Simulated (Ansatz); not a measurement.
Level of theory: DFT PBE, scalar-relativistic, plane waves, PAW (Ansatz). All cells share a 420 eV cutoff and Γ-centred k meshes spaced at most about 0.3 Å⁻¹ (about 0.25 or finer for metals, 2π included). No spin polarisation in the final relaxations.

Temperature and zero-point effects are left out.

Two forms of HfCl4F were relaxed alike.

1.

```
Hf Cl F
1.0
     4.31826    0.00000    0.00000
     0.00000    4.31826    0.00000
     0.00000    0.00000    7.19188
Hf Cl F
1 4 1
Direct
  0.00000 0.00000 0.00000
  0.50000 0.00000 0.79039
  0.00000 0.50000 0.20961
  0.50000 0.00000 0.20961
  0.00000 0.50000 0.79039
  0.50000 0.50000 0.50000
```

2.

```
Hf Cl F
1.0
     0.00000    3.86405    3.86405
     3.86405    0.00000    3.86405
     3.86405    3.86405    0.00000
Hf Cl F
1 4 1
Direct
  0.25000 0.25000 0.25000
  0.87495 0.87495 0.37516
  0.87495 0.37516 0.87495
  0.37516 0.87495 0.87495
  0.87495 0.87495 0.87495
  0.50000 0.50000 0.50000
```

Question: Which is lower in energy, and by how much?

Answer: Cell 1 is lower, by 1.20 eV/atom. Cell 1 has space group P4/mmm (No. 123), 22.4 Å³/atom and no gap on its mesh; cell 2 has space group F-43m (No. 216), 19.2 Å³/atom and no gap. The shortest distance is 2.63 Å (Hf–Cl) in cell 1 and 2.73 Å (Cl–Cl) in cell 2. In cell 1, Hf has 8 Cl at 2.63 Å; around Cl lie 2 Hf at 2.63 Å, 2 F at 3.00 Å and 5 Cl at 3.02–3.05 Å; around F lie 8 Cl at 3.00 Å (long contacts). In cell 2, around Hf lie 12 Cl at 3.20 Å and 4 F at 3.35 Å; Cl has 6 Cl at 2.73 Å, 3 F at 3.20 Å and 3 Hf at 3.20 Å; around F lie 12 Cl at 3.20 Å and 4 Hf at 3.35 Å (long contacts). Both come from invented guesses.

No dispersion correction is applied, so the spacing and binding between layers, chains or molecules are poorly described (P4/mmm), and this can change margins and order among such cells. These runs have no spin–orbit coupling, which can matter for Hf. In P4/mmm, F-43m an odd number of electrons in the primitive cell allows no gap without spin; a larger cell or a magnetic state could open one. A magnetic state wasn't ruled out in cells without spin, among them P4/mmm, F-43m. Cells relaxed within their symmetry can be saddle points.
